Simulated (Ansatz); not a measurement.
Data:

Ge₃N₄:
```cif
data_Ge6N8
_chemical_formula_sum 'Ge6 N8'
_space_group_name_H-M_alt 'P 1'
_space_group_IT_number 1
_cell_length_a 5.77364
_cell_length_b 5.77364
_cell_length_c 5.77364
_cell_angle_alpha 60.000
_cell_angle_beta 60.000
_cell_angle_gamma 60.000
loop_
_space_group_symop_operation_xyz
  'x, y, z'
loop_
_atom_site_label
_atom_site_type_symbol
_atom_site_fract_x
_atom_site_fract_y
_atom_site_fract_z
_atom_site_occupancy
Ge1 Ge 0.62500 0.62500 0.62500 1
Ge2 Ge 0.12500 0.62500 0.62500 1
Ge3 Ge 0.62500 0.12500 0.62500 1
Ge4 Ge 0.62500 0.62500 0.12500 1
Ge5 Ge 0.25000 0.25000 0.25000 1
Ge6 Ge 0.00000 0.00000 0.00000 1
N1 N 0.86699 0.86699 0.86699 1
N2 N 0.39902 0.86699 0.86699 1
N3 N 0.86699 0.39902 0.86699 1
N4 N 0.86699 0.86699 0.39902 1
N5 N 0.38301 0.38301 0.38301 1
N6 N 0.85098 0.38301 0.38301 1
N7 N 0.38301 0.85098 0.38301 1
N8 N 0.38301 0.38301 0.85098 1
```

This is the LDA-relaxed structure.

Problem. All from the program Ansatz at the LDA level (PAW), unless another level is named. Predict the highest zone-centre frequency (without LO–TO term).

Solution. 847 cm⁻¹.

Problem. What about the Debye temperature from the elastic constants?

Solution. 794 K.

Problem. Next, the elastic constants (relaxed ions, GPa)?

Solution. C11 = 403, C12 = 171, C44 = 235.

Space group Fd-3m. The cell was relaxed with LDA under the symmetry of its start.

Potentials: the later of the program's two PAW sets.
